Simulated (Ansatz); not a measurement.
Ta2O5:
```yaml
crystal:
  lattice:
    - [6.19562, 0.00000, 0.00000]
    - [0.00000, 7.32563, 0.00000]
    - [0.00000, 0.00000, 3.78672]
  atoms:
    - { symbol: Ta, position: [0.77596, 0.61968, 0.00000] }
    - { symbol: Ta, position: [0.72404, 0.11968, 0.00000] }
    - { symbol: Ta, position: [0.22404, 0.38032, 0.00000] }
    - { symbol: Ta, position: [0.27596, 0.88032, 0.00000] }
    - { symbol: O, position: [0.80174, 0.65819, 0.50000] }
    - { symbol: O, position: [0.69826, 0.15819, 0.50000] }
    - { symbol: O, position: [0.19826, 0.34181, 0.50000] }
    - { symbol: O, position: [0.30174, 0.84181, 0.50000] }
    - { symbol: O, position: [0.50000, 0.50000, 0.00000] }
    - { symbol: O, position: [0.88948, 0.36034, 0.00000] }
    - { symbol: O, position: [0.00000, 0.00000, 0.00000] }
    - { symbol: O, position: [0.38948, 0.13966, 0.00000] }
    - { symbol: O, position: [0.61052, 0.86034, 0.00000] }
    - { symbol: O, position: [0.11052, 0.63966, 0.00000] }
```

Relaxed with PBEsol. Special points in fractions of this cell's reciprocal vectors: Γ (0.000, 0.000, 0.000); X (0.500, 0.000, 0.000); S (0.500, 0.500, 0.000); Y (0.000, 0.500, 0.000); Z (0.000, 0.000, 0.500); U (0.500, 0.000, 0.500); R (0.500, 0.500, 0.500); T (0.000, 0.500, 0.500).

Task: List the band energies nearest the valence-band maximum at these points for plane-wave PAW PBEsol (Ansatz code).

Result: In eV from the valence-band maximum; about four levels below and three above (degenerate sets whole), none deeper than 8.9 eV; points with the same levels are listed once.

| k | below | above |
|---|---|---|
| Γ | -1.17 -0.98 -0.94 -0.79 | 2.49 2.52 2.85 |
| X | -1.19 -1.19 -1.07 -1.07 | 2.52 2.52 3.31 3.31 |
| S | -1.14 -1.14 -0.96 -0.96 | 3.15 3.15 3.22 3.22 |
| Y | -0.94 -0.94 -0.87 -0.87 | 2.49 2.49 3.63 3.63 |
| Z | -0.86 -0.82 -0.54 0.00 | 2.17 3.07 4.45 |
| U | -0.92 -0.92 -0.26 -0.26 | 3.21 3.21 4.01 4.01 |
| R | -0.73 -0.73 -0.48 -0.48 | 3.17 3.17 4.46 4.46 |
| T | -0.84 -0.84 -0.26 -0.26 | 3.43 3.43 4.22 4.22 |

Space group Pbam. The workflow started from a Materials Project entry (that database holds measured and hypothetical structures alike); the Crystallography Open Database copy checked does not list it. COD files the formula under space group No. 49. Whether it is the stable phase at ambient conditions was not checked. Symmetry was held in the PBEsol relaxation; its stability against distortions is not shown here. The run is not spin-polarised. Spin–orbit coupling is left out wherever it is not named.

Potentials: the later of the program's two PAW sets.
